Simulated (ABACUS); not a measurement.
Set-up for a self-consistent single point of HfSi (Pnma, 8 atoms in the cell; from Materials Project mp-1042, changed as shown).

```
CELL_PARAMETERS angstrom
      6.72515     0.00000     0.00000
      0.00000     3.69286     0.00000
      0.00000     0.00000     5.11898
ATOMIC_POSITIONS crystal
  Hf 0.67514 0.25000 0.37439
  Hf 0.32486 0.75000 0.62561
  Hf 0.82486 0.75000 0.87439
  Hf 0.17514 0.25000 0.12561
  Si 0.54312 0.25000 0.86087
  Si 0.45688 0.75000 0.13913
  Si 0.95688 0.75000 0.36087
  Si 0.04312 0.25000 0.63913
```

Computed with LDA (PW92), numerical atomic orbitals TZDP (confined pseudo-atomic orbitals with Gaussian additions; energy shift 0.01 Ry), PseudoDojo 0.4 standard norm-conserving LDA (tails mended) pseudopotentials (ABACUS).

ABACUS settings:

* **basis**: TZDP numerical atomic orbitals, energy shift 0.01 Ry
* **KPT**: Gamma 4 8 6 0 0 0
* **basis_type**: lcao
* **dft_functional**: PWLDA
* **ecutwfc**: 100 Ry
* **smearing_method**: fd
* **smearing_sigma**: 0.00734986 Ry
* **potentials**: PseudoDojo 0.4 standard norm-conserving LDA (tails mended)
* **symmetry**: 1
* **symmetry_prec**: 1e-05
* **ks_solver**: scalapack_gvx
* **scf_nmax**: 100
* **scf_thr**: 1.0e-06
* **mixing_type**: broyden
* **mixing_beta**: 0.7

Results:

| Item | Value |
|---|---|
| Number of valence electrons | 64 |
| Number of bands | 42 |
| Number of k-points after the program's reduction | 60 |
| Size of the basis | 244 |
| Number of SCF iterations | 8 |
| Free energy E − TS | -6614.8380 eV |
| Fermi level (on the code's own zero) | 14.90 eV |
| Pressure | 3.99 GPa |

Stress (GPa, positive for compression):
```
3.65  0.00  0.00
0.00  4.01  0.00
0.00  0.00  4.31
```

For comparison: a first run was changed to give this one (lattice scaled by 0.98), and from it to this one the free energy goes down by 8.0 meV/atom and the pressure goes from -6.03 to 3.99 GPa.

The atom-centred basis is finite, which shifts total energies and pressures against plane waves. The structure comes from a collection of computed structures, made at another level of theory; the collection holds predicted forms beside known ones. No clean gap shows at this smearing width and mesh (spacing up to 0.23 Å⁻¹); the mesh is coarse for partly filled bands, so the values carry mesh errors.

Cost on one core: around 40 core-seconds (rough).

The atomic orbitals were generated for these runs; they are not ABACUS's published sets and were checked against plane waves on a few crystals only.

“Tails mended”: in these copies of the files the far tail of each local potential was reset to the Coulomb form.
